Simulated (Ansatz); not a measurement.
## La$_{3}$O$_{2}$: vibrational free energy, entropy and heat capacity

All numbers below come from DFT PBE, scalar-relativistic, plane waves, PAW (Ansatz). Cutoff 420 eV, 12×12×4 k-points (Γ-centred), Fermi-Dirac smearing of 0.15 eV. No spin polarisation. Phonons by linear response, acoustic sum rule imposed.

Equilibrium structure at this level:
```
La O
1.0
     3.69773    0.00000    0.00000
    -1.84887    3.20233    0.00000
     0.00000    0.00000    9.41159
La O
3 2
Direct
  0.33333 0.66667 0.68643
  0.66667 0.33333 0.31357
  0.00000 0.00000 0.00000
  0.33333 0.66667 0.14777
  0.66667 0.33333 0.85223
```

The structure comes from a generated guess, relaxed at this level; another structure or a mixture of phases may lie lower. In a metal, frequencies and elastic constants depend on the k mesh and the smearing, soft modes and shear constants most. Some empty bands missed the eigensolver's threshold. The q mesh is coarse, so values between its points are rough.

Force constants from linear response on a 2×2×1 q mesh, interpolated to a fine mesh.

Phonon density of states, in bins of 5 cm⁻¹:
```tsv
bin centre (cm⁻¹)	share of modes (%)
2.5	0.0
7.5	0.0
12.5	0.0
17.5	0.1
22.5	0.2
27.5	0.3
32.5	0.3
37.5	0.4
42.5	0.5
47.5	0.6
52.5	1.0
57.5	1.6
62.5	2.4
67.5	3.8
72.5	4.6
77.5	5.1
82.5	7.0
87.5	5.9
92.5	5.1
97.5	3.2
102.5	1.2
107.5	1.6
112.5	3.9
117.5	3.2
122.5	1.4
127.5	2.0
132.5	1.0
137.5	2.0
142.5	1.5
147.5	0.0
152.5	0.0
157.5	0.0
162.5	0.0
167.5	0.0
172.5	0.0
177.5	0.0
182.5	0.0
187.5	0.0
192.5	0.0
197.5	0.0
202.5	0.0
207.5	0.0
212.5	0.0
217.5	0.0
222.5	0.0
227.5	0.0
232.5	0.0
237.5	1.2
242.5	3.6
247.5	1.8
252.5	5.9
257.5	4.5
262.5	8.7
267.5	4.9
272.5	3.7
277.5	5.8
```

Task: What is the zero-point energy per atom?

Result: 29.5 meV.

Task: How large are the vibrational entropy and heat capacity at 300 K?

Result: S = 4.41 k_B and C_V = 2.82 k_B per atom, 94 % of the Dulong–Petit value.

Task: Tabulate them against temperature.

Result:
```tsv
T (K)	F_vib (meV/atom)	S (k_B/atom)	C_V (k_B/atom)
100	23.7	1.68	1.97
200	1.8	3.30	2.64
300	-31.7	4.41	2.82
400	-73.4	5.23	2.90
500	-121.4	5.88	2.93
600	-174.5	6.42	2.95
700	-231.9	6.88	2.97
800	-292.9	7.27	2.97
900	-357.1	7.63	2.98
1000	-424.2	7.94	2.98
```
